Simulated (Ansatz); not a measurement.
YSi2Pt2, first-principles data

YSi$_{2}$Pt$_{2}$:
```yaml
crystal:
  lattice:
    - [-2.04609, 2.04609, 4.90871]
    - [2.04609, -2.04609, 4.90871]
    - [2.04609, 2.04609, -4.90871]
  atoms:
    - { symbol: Y, position: [0.00000, 0.00000, 0.00000] }
    - { symbol: Si, position: [0.38315, 0.38315, 0.00000] }
    - { symbol: Si, position: [0.61685, 0.61685, 0.00000] }
    - { symbol: Pt, position: [0.75000, 0.25000, 0.50000] }
    - { symbol: Pt, position: [0.25000, 0.75000, 0.50000] }
```

Space group I4/mmm (No. 139); conventional cell a = b = 4.0922 Å, c = 9.8174 Å, α = β = γ = 90.00°.

Method: the program Ansatz at the LDA level (PAW). Structure relaxed to zero pressure with the same functional. Other levels are named where they apply.

**Cell and energy**

Volume per atom: 16.44 Å³
Density: 10.81 g/cm³
Formation energy from the elements (no fitted shifts): -1.10 eV/atom

**Electronic structure**

- Electronic character = metallic (no gap)
- Density of states at the Fermi level = 0.57 states/eV per atom (mean over ±0.08 eV)

**Mechanics**

Bulk modulus (Birch–Murnaghan fit): 153 GPa
Pressure derivative B′: 4.3

**Phonons**

- Highest zone-centre frequency = 470 cm^-1
- Zone-centre stability = no imaginary mode at Γ

The workflow started from an entry of the Crystallography Open Database (COD). Whether it is the stable phase at ambient conditions was not checked. The LDA relaxation kept the symmetry of its start. The run is not spin-polarised. As this level gives no gap, phonon frequencies hold no LO–TO term and depend on the k-mesh and smearing (Fermi–Dirac, 0.1 eV here). The references are the lowest solids computed at this level, not always the standard phases. Scalar-relativistic: spin–orbit coupling is off unless named, which matters more the heavier the elements.

Potentials: the later of the program's two PAW sets.
